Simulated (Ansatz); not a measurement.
Relaxation of a generated cell, Co built in the beta-W structure type; 8 atoms in the cell, which starts as Pm-3n (No. 223), cP8; a = 4.4918 Å, b = 4.4918 Å, c = 4.4918 Å, α = 90.00°, β = 90.00°, γ = 90.00°. Method: PBEsol (plane waves to 420 eV, PAW, scalar-relativistic; Ansatz, a program for electronic structure). Γ-centred k-mesh 7×7×7 on the run's cell (coarser than for final values), Fermi–Dirac smearing 0.05 eV. This is the first round of the run. Spin-polarised start, with parallel moments on Co.

The optimiser's lines from the output (shortened; P is positive under compression):

```
relax step   1: F+E_penalty+E_count = -40742.88243783 eV  Δ(F+E_penalty+E_count) = +0.000e0 eV  max|allowed force component| = 2.443e-17 eV/Å  Δτ_max = 0.0000 Å  P = -12.985 GPa  Ω = 90.628 Å³  (16 SCF iters, dr2 threshold 1.00e-7 eV, accepted)
relax step   2: F+E_penalty+E_count = -40743.09100259 eV  Δ(F+E_penalty+E_count) = -2.086e-1 eV  max|allowed force component| = 7.857e-17 eV/Å  Δτ_max = 0.0000 Å  P = -5.472 GPa  Ω = 87.119 Å³  (11 SCF iters, dr2 threshold 8.00e-7 eV, accepted)
relax step   3: F+E_penalty+E_count = -40743.12973797 eV  Δ(F+E_penalty+E_count) = -3.874e-2 eV  max|allowed force component| = 4.980e-17 eV/Å  Δτ_max = 0.0000 Å  P = +0.750 GPa  Ω = 84.729 Å³  (10 SCF iters, dr2 threshold 8.00e-7 eV, accepted)
relax step   4: F+E_penalty+E_count = -40743.13010173 eV  Δ(F+E_penalty+E_count) = -3.638e-4 eV  max|allowed force component| = 6.892e-17 eV/Å  Δτ_max = 0.0000 Å  P = -0.015 GPa  Ω = 85.003 Å³  (8 SCF iters, dr2 threshold 8.00e-7 eV, accepted)
relax step   5: F+E_penalty+E_count = -40743.12475760 eV  Δ(F+E_penalty+E_count) = +5.344e-3 eV  max|allowed force component| = 6.402e-17 eV/Å  Δτ_max = 0.0000 Å  P = -0.007 GPa  Ω = 85.003 Å³  stress off target by 6.60e-3 GPa  SCF on the basis re-selected at this cell (its energy is not comparable with the rows above)  (12 SCF iters)
```

From the first to the last row the energy changes by -0.03 eV/atom and the volume by -6.2 %. The last row is marked as not comparable with the walk above it, whose basis was carried along; it does compare with step 1, since both stand on a basis selected at the nominal cutoff for their own cell.

Later rounds, restarted from the end of this one on a renewed k-mesh, logged 8 more steps and released under 0.01 eV/atom more. The final structure after all rounds: Pm-3n (No. 223), cP8; a = b = c = 4.397 Å, α = β = γ = 90.00°. Between re-selections the logged energies stand on a plane-wave basis carried along with the cell. Spin state reached: ferromagnetic (net 1.66 μB/atom), from parallel starting moments; other spin orders were not run from this start.

The run could not lose the symmetry of its start; a randomly shaken copy of 8 atoms returns to this structure.

All atoms sit on sites fixed by symmetry, so only the cell could relax.

The relaxed structure here is a generated cell of Co: the first start was made by placing the elements on the sites of a structure type, and the end was not matched to a known phase here, so it may be hypothetical. Known forms of Co include space group No. 194.
